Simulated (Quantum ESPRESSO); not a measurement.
# Band energies of BeS at +1 % isotropic strain

```
CELL_PARAMETERS angstrom
      0.00000     2.44410     2.44410
      2.44410     0.00000     2.44410
      2.44410     2.44410     0.00000
ATOMIC_POSITIONS crystal
  Be 0.00000 0.00000 0.00000
  S  0.25000 0.25000 0.25000
```

PBEsol (pw.x of Quantum ESPRESSO, ONCV potentials, without SOC); path ΓXWKΓLUWLK,UX; energies in eV from the valence-band maximum.

```csv
k (1/Å),point,band 1,band 2,band 3,band 4,band 5,band 6,band 7,band 8
0.00,Γ,-98.15,-13.55,0.00,0.00,0.00,5.51,5.60,5.60
0.32,,-98.15,-13.32,-0.97,-0.57,-0.57,5.12,6.53,6.53
0.64,,-98.15,-12.69,-2.72,-1.58,-1.58,4.35,6.43,8.56
0.96,,-98.15,-11.88,-4.27,-2.32,-2.32,3.43,5.18,10.93
1.29,X,-98.15,-11.46,-4.94,-2.59,-2.59,2.98,4.82,12.51
1.39,,-98.15,-11.46,-4.91,-2.65,-2.64,3.13,4.94,12.34
1.71,,-98.15,-11.42,-4.53,-3.36,-3.14,4.99,6.54,9.80
1.93,W,-98.15,-11.41,-4.18,-3.81,-3.29,6.29,7.95,8.25
2.04,,-98.15,-11.42,-4.27,-3.83,-3.09,5.91,7.62,8.66
2.38,K,-98.15,-11.47,-4.48,-4.03,-2.15,4.23,7.35,10.35
2.80,,-98.15,-12.00,-4.44,-3.17,-1.18,5.62,7.89,8.34
3.12,,-98.15,-12.74,-3.22,-1.87,-0.48,6.14,6.63,6.92
3.43,,-98.15,-13.33,-1.29,-0.60,-0.10,5.58,5.86,6.13
3.75,Γ,-98.15,-13.55,0.00,0.00,0.00,5.51,5.60,5.60
3.85,,-98.15,-13.53,-0.19,-0.03,-0.03,5.46,5.66,5.66
4.15,,-98.15,-13.20,-2.13,-0.37,-0.37,5.40,6.23,6.23
4.45,,-98.15,-12.57,-4.30,-0.77,-0.77,5.33,6.56,6.56
4.76,,-98.15,-12.03,-5.61,-0.99,-0.99,5.29,6.48,6.48
4.86,L,-98.15,-11.99,-5.70,-1.01,-1.01,5.28,6.46,6.46
5.15,,-98.15,-11.87,-5.48,-1.96,-1.31,5.53,6.82,7.28
5.45,,-98.15,-11.59,-4.84,-3.55,-1.86,4.68,8.46,9.20
5.65,U,-98.15,-11.47,-4.48,-4.03,-2.15,4.23,7.35,10.35
5.76,,-98.15,-11.47,-4.46,-4.01,-2.30,4.48,7.38,9.97
6.10,W,-98.15,-11.41,-4.18,-3.81,-3.29,6.29,7.95,8.25
6.19,,-98.15,-11.43,-4.24,-3.84,-3.12,6.25,7.67,8.50
6.46,,-98.15,-11.63,-4.95,-3.15,-2.12,5.99,6.68,9.38
6.74,,-98.15,-11.88,-5.51,-1.82,-1.30,5.84,6.22,7.37
7.01,L,-98.15,-11.99,-5.70,-1.01,-1.01,5.28,6.46,6.46
7.36,,-98.15,-11.82,-5.39,-2.26,-1.41,5.39,7.17,7.58
7.62,,-98.15,-11.57,-4.78,-3.65,-1.90,4.62,8.38,9.35
7.80,K,-98.15,-11.47,-4.48,-4.03,-2.15,4.23,7.35,10.35
7.80,U,-98.15,-11.47,-4.48,-4.03,-2.15,4.23,7.35,10.35
8.25,X,-98.15,-11.46,-4.94,-2.59,-2.59,2.98,4.82,12.51
```

The PBEsol gap is indirect, 2.98 eV, from Γ to X; the smallest direct gap is 5.47 eV.

Geometry strained from the cell relaxed with PBEsol, atoms relaxed again.
